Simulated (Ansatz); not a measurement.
# Calculated coordination and 209Bi quadrupole coupling for BiTe at a changed volume

Cell: an entry of the Crystallography Open Database (COD), relaxed with PBE at fixed cell and then changed (volume scaled by 0.98, ions relaxed).

Space group P-3m1 (No. 164); a = 4.3923, c = 23.8886 Å, γ = 120.00°.

| site | Wyckoff | site symmetry | x | y | z |
| --- | --- | --- | --- | --- | --- |
| Bi1 | 2c | 3m. | 0.0000 | 0.0000 | 0.1243 |
| Bi3 | 2d | 3m. | 0.3333 | 0.6667 | 0.2919 |
| Bi5 | 2d | 3m. | 0.6667 | 0.3333 | 0.4646 |
| Te7 | 2d | 3m. | 0.3333 | 0.6667 | 0.0524 |
| Te9 | 2d | 3m. | 0.6667 | 0.3333 | 0.2086 |
| Te11 | 2c | 3m. | 0.0000 | 0.0000 | 0.3647 |

One atom of each set is listed.

All values are calculated (Ansatz; DFT, PBE, plane waves and PAW, scalar-relativistic, 420 eV cutoff, Γ-centred 11×11×2 k-points, Fermi–Dirac smearing 0.05 eV), not measured.

Q(209Bi) = -516.0 mb.

Question: Order the Bi environments from the weakest to the strongest quadrupole coupling.
A. Bi3: 6 Te at 3.07–3.22 Å
B. Bi5: 3 Bi at 3.05 Å, 3 Te at 3.48 Å
C. Bi1: 6 Te at 3.06–3.24 Å

Answer: C (15.8 MHz, η = 0.00), A (39.4 MHz, η = 0.00), B (85.9 MHz, η = 0.00).

An axis of threefold or higher order runs through Bi1, Bi3 and Bi5, so V_zz lies along it and η is zero.

Spin–orbit coupling is left out, which shifts gradients on Bi by a few per cent in wide-gap crystals, and can shift them far more where the calculated gap is small or absent, as here. Newer work puts Q(²⁰⁹Bi) near −420 mb, which would lower these couplings by about a fifth. With a gap of 0.19 eV under a smearing of 0.05 eV the band edges are partly filled, so small gradients can hang on the smearing and the k-mesh.
